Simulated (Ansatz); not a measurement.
**Question.** Name crystals whose computed values (LDA (plane waves, PAW; program Ansatz)) fall in these windows: B₀ by P(V) fit (GPa) 160 to 210; highest Γ mode, no LO–TO term (cm⁻¹) 190 to 240; G_Hill (GPa) 69 to 91.

**Answer.** 

```json
[
 {"crystal": "ScPd3, Cu3Au type", "B₀ by P(V) fit (GPa)": "186", "highest Γ mode, no LO–TO term (cm⁻¹)": "223", "G_Hill (GPa)": "76.1"},
 {"crystal": "SnPd3, Cu3Au type", "B₀ by P(V) fit (GPa)": "196", "highest Γ mode, no LO–TO term (cm⁻¹)": "214", "G_Hill (GPa)": "71.8"}
]
```
Others may fit too.

Standing as an ambient phase not checked: ScPd3, Cu3Au type; SnPd3, Cu3Au type. All cells were relaxed under the symmetry of their starts (and spin orders); stability against distortions was not tested throughout. Rows with no word on spin ran without spin polarisation. Spin–orbit coupling is left out wherever it is not named.

Potentials: the later of the program's two PAW sets.
